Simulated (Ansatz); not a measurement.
The start is a relaxed Fe cell, doubled along one cell vector, shaken by Gaussian noise of σ = 0.08 Å a coordinate. The cell and all atomic positions are relaxed at zero pressure with PBE (plane waves to 420 eV, PAW, scalar-relativistic; Ansatz, an electronic-structure program). The first steps use a coarse 15×15×8 k-mesh.

Initial structure:
```
CELL_PARAMETERS angstrom
      1.30687     0.75452     2.02225
     -1.30687     0.75452     2.02225
      0.00000    -3.01809     4.04450
ATOMIC_POSITIONS crystal
  Fe 0.97695 0.03952 0.98919
  Fe 0.04725 0.98438 0.50092
```
Spin-polarised start, with parallel moments on Fe.

Problem. Which atoms feel the largest initial force, and how large is it?

Solution. 0.51 eV/Å, on Fe1, Fe2 (atoms numbered as listed).

Problem. By how much does the energy per atom fall from start to end?

Solution. 0.17 eV/atom.

Problem. How does the volume per atom move from start to end?

Solution. -5.1 %, from 11.96 to 11.35 Å³/atom.

Problem. How do the shortest distances between atoms change?

Solution. The closest pairs of elements (up to four, under 3.6 Å), start → end: Fe–Fe 2.45 → 2.45 Å.

Problem. Is the relaxed structure metallic? Give its gap.

Solution. No gap (metallic).

Problem. What magnetic moments remain?

Solution. Net 2.17 μB/atom, ferromagnetic.

Problem. Write out the relaxed structure.

Solution. 
```cif
data_Fe2
_chemical_formula_sum 'Fe2'
_space_group_name_H-M_alt 'Im-3m'
_space_group_IT_number 229
_space_group_name_Hall '-I 4 2 3'
_cell_length_a 2.83160
_cell_length_b 2.83160
_cell_length_c 2.83160
_cell_angle_alpha 90.000
_cell_angle_beta 90.000
_cell_angle_gamma 90.000
loop_
_atom_site_label
_atom_site_type_symbol
_atom_site_symmetry_multiplicity
_atom_site_Wyckoff_symbol
_atom_site_fract_x
_atom_site_fract_y
_atom_site_fract_z
_atom_site_occupancy
Fe1 Fe 2 a 0.00000 0.00000 0.00000 1
```
(The calculation used a cell of 1 atom; values per cell refer to that cell.)

Final values are on a 23×23×23 k-mesh of the relaxed cell. Spin state reached: ferromagnetic (net 2.17 μB/atom), from parallel starting moments; other spin orders were not run from this start.

The run could not lose the symmetry of its start.

Of the parent cell (R-3m (No. 166)): it is a generated cell of Fe: the first start was made by placing the elements on the sites of a structure type, and the end was not matched to a known phase here, so it may be hypothetical. Known forms of Fe include space group No. 229.
